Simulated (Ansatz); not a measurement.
BP (zinc blende), relaxed with PBE (Ansatz, a quantum-chemistry and plane-wave program, plane waves, PAW): a = b = c = 4.549 Å, α = β = γ = 90.00°.

| Item | Result |
|---|---|
| gap (eV) | 1.25 |
| ΔH_f (eV/atom) | -0.43 |
| B₀ by P(V) fit (GPa) | 162 |
| electron conductivity mass (mₑ) | 0.31 |

Q: The same phase is relaxed and computed with r²SCAN in the same code. What are the cell and these values now?

A: a = 4.5366 Å, b = 4.5366 Å, c = 4.5366 Å, α = 90.00°, β = 90.00°, γ = 90.00°.

- gap (eV): 1.41
- ΔH_f (eV/atom): -0.48
- B₀ by P(V) fit (GPa): 169
- electron conductivity mass (mₑ): 0.30

All cells were relaxed under the symmetry of their starts (and spin orders); stability against distortions was not tested throughout.

Potentials: the later of the program's two PAW sets.

Ansatz is a plane-wave DFT program.

Formation energies count from the lowest solids of the elements computed at the same level, not from gases.
